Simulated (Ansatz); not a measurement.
Relaxed-ion elastic tensor of YB₃C₃ in space group Pm-3n (No. 223; Y on 2a, B on 6d, C on 6c) in GPa (Voigt order), plane-wave PAW r²SCAN (Ansatz code); density 4.72 g/cm³, 7.91 Å³ per atom.

|  | 1 | 2 | 3 | 4 | 5 | 6 |
|---|---|---|---|---|---|---|
| 1 | 488 | 150 | 150 | 0.0 | 0.0 | 0.0 |
| 2 | 150 | 488 | 150 | 0.0 | 0.0 | 0.0 |
| 3 | 150 | 150 | 488 | 0.0 | 0.0 | 0.0 |
| 4 | 0.0 | 0.0 | 0.0 | 198 | 0.0 | 0.0 |
| 5 | 0.0 | 0.0 | 0.0 | 0.0 | 198 | 0.0 |
| 6 | 0.0 | 0.0 | 0.0 | 0.0 | 0.0 | 198 |

Question: Is the crystal mechanically stable?

Answer: Yes: the smallest eigenvalue of C is 198 GPa.

Question: Work out the Voigt, Reuss and Hill averages.

Answer: K_V = 263, K_R = 263, K_H = 263; G_V = 186, G_R = 185, G_H = 186 GPa.

Question: Give Young's modulus, Poisson's ratio, Pugh's ratio and the universal anisotropy index.

Answer: E = 9KG/(3K + G) = 451 GPa; ν = 0.21; K/G = 1.41 (brittle by the Pugh limit of 1.75); A_U = 5G_V/G_R + K_V/K_R − 6 = 0.03.

Question: Estimate the sound speeds and the Debye temperature.

Answer: v_l = √((K + 4G/3)/ρ) = 10400 m/s, v_t = √(G/ρ) = 6270 m/s, mean 6930 m/s; Θ = (h/k)(3n/4πV)^(1/3) v_m = 1040 K.

Question: Give the Zener ratio and Young's modulus along [100], [110] and [111].

Answer: A = 2C44/(C11 − C12) = 1.17; 1/E = S11 − 2(S11 − S12 − S44/2)Γ with Γ = 0, 1/4, 1/3 gives 418, 458, 474 GPa.

The start of the workflow was typed in or built on a structure type; neither database checked (COD, Materials Project) lists it. Its standing as an ambient phase is unchecked. The cell was relaxed with r²SCAN under the symmetry of its start; whether a distortion lowers the energy is not shown. No spin polarisation was allowed.

Potentials: the earlier of the program's two PAW sets.
